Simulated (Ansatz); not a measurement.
Rough cost of magnetic runs on NiSb (P63/mmc) in Ansatz 0.2.0, 2 threads of Arm Neoverse V1, on a shared host.

```xyz
4
Lattice="3.9280 0.0000 0.0000 -1.9640 3.4017 0.0000 0.0000 0.0000 5.1200" Properties=species:S:1:pos:R:3 pbc="T T T"
Ni    0.0000    0.0000    0.0000
Ni    0.0000    0.0000    2.5600
Sb    0.0000    2.2678    1.2800
Sb    1.9640    1.1339    3.8400
```

```
                                             run  functional, mesh  k points solved  bands  iterations  wall time (s)  peak memory (GiB)
                      PAW: volume scaled by 0.96      PBE, 10×10×7               56     42          13             18               0.53
                       PAW: volume scaled by 1.1      PBE, 10×10×7               56     42          13             19               0.55
                      LAPW: volume scaled by 0.8      PBE, 10×10×7               56     51          13             89                1.1
LAPW: volume scaled by 0.8, no spin polarisation      PBE, 10×10×7               56     50          12             44               0.71
                     LAPW: volume scaled by 0.96      PBE, 10×10×7               56     51          13             92                  1
                    AE-PAW: volume scaled by 0.8      PBE, 10×10×7               56     51           9             48                1.5
PAW: volume scaled by 0.66, no spin polarisation      PBE, 10×10×7               56     40           7            3.2               0.38
                      LAPW: volume scaled by 1.1      PBE, 10×10×7               56     51          14             95                  1
                      PAW: volume scaled by 0.66      PBE, 10×10×7               56     42          12             13               0.45
```

Task: Roughly how much dearer is an iteration by LAPW than by PAW among the runs with the first row's mesh and spin treatment (collinear)?

Result: About 5 times (medians of wall time over iterations; times from a shared host are rough).

Runs with the default search for lower states can spend part of their time in further cycles.
